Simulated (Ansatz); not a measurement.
Kick test of a cell of Be2ZnSe3

The cell was found from a structure generator's guess, not taken from experiment.

Computed with DFT PBE, scalar-relativistic, plane waves, PAW in Ansatz 0.2.0. Settings: cutoff 420 eV, Γ-centred mesh 8×8×8 on the computed 6-atom cell, Gaussian smearing of 0.02 eV; no spin polarisation.

The cell below (6 atoms, space group I-4m2 (No. 119)) is relaxed within its symmetry.

```
CELL_PARAMETERS angstrom
-1.88718 1.88718 8.12871
1.88718 -1.88718 8.12871
1.88718 1.88718 -8.12871
ATOMIC_POSITIONS crystal
Be 0.32800 0.32800 0.00000
Be 0.67200 0.67200 0.00000
Zn 0.00000 0.00000 0.00000
Se 0.40455 0.90455 0.50000
Se 0.75000 0.25000 0.50000
Se 0.09545 0.59545 0.50000
```

For the test a repeat of it with 12 atoms (edges 3.77, 7.55, 8.56 Å) was strained at random (σ = 1.5 % a component), the atoms were moved at random (σ = 0.05 Å), and all was relaxed again on a coarse 4×2×4 mesh (in the run’s order of axes) with 0.10 eV smearing, with no symmetry imposed.

Problem. What happens?

Solution. It returns, within 1 meV/atom of the unmoved cell on that mesh and with the same symmetry when read at 0.1 Å. No instability shows in this cell; modes of other wave vectors, which need another repeat, aren't tested.
